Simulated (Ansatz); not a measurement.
Ga in space group P6/mmm (No. 191; Ga on 2c) at seven volumes, PBE in the plane-wave PAW code Ansatz, shape and atoms relaxed at each. One row is withheld.

| V (Å³/atom) | P (GPa) |
|---|---|
| 21.545 | ? |
| 22.255 | 2.94 |
| 22.965 | 1.34 |
| 23.675 | 0.00 |
| 24.386 | -1.12 |
| 25.096 | -2.00 |
| 25.806 | -2.76 |

Fit the shown pressures and predict the withheld one.

Third-order Birch–Murnaghan: P = (3/2)B₀(x^(7/2) − x^(5/2))[1 + (3/4)(B′ − 4)(x − 1)] with x = (V₀/V)^(2/3). Least squares on the six rows gives V₀ = 23.674 Å³/atom, B₀ = 40.34 GPa, B′ = 5.38. At V = 21.545, x = 1.0648 and P = 4.90 GPa. The run itself gave 4.83 GPa.

The cell is a constructed one: a structure type filled with these elements; neither database checked (COD, Materials Project) lists it. It is not the phase usual at ambient conditions (space group No. 64). The PBE relaxation kept the symmetry of its start; its stability against distortions is not shown here.

Potentials: the earlier of the program's two PAW sets.
